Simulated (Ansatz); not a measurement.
NaF:
```
CELL_PARAMETERS angstrom
      0.00000     2.31878     2.31878
      2.31878     0.00000     2.31878
      2.31878     2.31878     0.00000
ATOMIC_POSITIONS crystal
  Na 0.00000 0.00000 0.00000
  F  0.50000 0.50000 0.50000
```

Relaxed with HSE06. Special points in fractions of this cell's reciprocal vectors: Γ (0.000, 0.000, 0.000); X (0.500, 0.000, 0.500); U (0.625, 0.250, 0.625); K (0.375, 0.375, 0.750); L (0.500, 0.500, 0.500); W (0.500, 0.250, 0.750).

### Question
List the band energies nearest the valence-band maximum at these points for HSE06 in the plane-wave PAW code Ansatz.

### Answer
In eV from the valence-band maximum; about four levels below and three above (degenerate sets whole), none deeper than 8.9 eV; … stands for higher levels left out; points with the same levels are listed once.

```csv
k,below,above
Γ,0.00 0.00 0.00,8.47 …
X,-1.31 -0.43 -0.43,15.45 …
U,-1.09 -0.85 -0.39,15.07 …
L,-1.61 -0.27 -0.27,12.99 …
W,-0.90 -0.90 -0.59,…
```

Space group Fm-3m (rock salt). The cell was relaxed with HSE06 under the symmetry of its start. The hybrid was solved on a coarse mesh, the path and, where they were found, the r²SCAN edge points; its band edges are the extreme levels among these.

Potentials: the later of the program's two PAW sets.
